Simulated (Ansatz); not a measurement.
Moving the pressure in HfB

The cell as given:

Space group Fm-3m (No. 225). a = 4.620 Å, b = 4.620 Å, c = 4.620 Å, α = 90.00°, β = 90.00°, γ = 90.00°
```json
{"atom": "Hf", "site": "4b", "symmetry": "m-3m", "x": "0.5000", "y": "0.0000", "z": "0.0000"}
{"atom": "B", "site": "4a", "symmetry": "m-3m", "x": "0.0000", "y": "0.0000", "z": "0.0000"}
```

Kept alike: task relaxation of cell and atoms; functional LDA; k mesh 10 × 10 × 10; occupations fermi-dirac, width 0.05 eV; no spin polarisation. Program: Ansatz, Ansatz PAW, cutoff 420 eV. The mesh is that of the run's cell of 2 atoms. No spin-orbit coupling.

| pressure, P (GPa) | volume (Å³/atom) |
| --- | --- |
| 0 | 13.376 |
| 2 | 13.239 |
| 5 | 13.040 |
| 10 | 12.741 |
| 20 | 12.228 |
| 30 | 11.794 |

The relaxations keep at least the cell's symmetry (Fm-3m). For a metal such a mesh leaves the last digits unconverged. The runs follow the start's structure, whether or not it is the stable one at these pressures. Ansatz's relaxations hold a Pulay term in the stress (up to 0.1 GPa here). P is the pressure aimed at, which the runs meet within some hundredths to tenths of a GPa. All rows use potentials made for PBE.

The volume falls from 13.376 to 11.794 Å³/atom between 0 and 30 GPa. The volume falls ever more slowly, since the solid stiffens under load. At the pressures aimed at, which the runs meet within some tenths of a GPa, the step from 0 to 5 GPa gives a mean bulk modulus near 197 GPa, the last step 277 GPa.
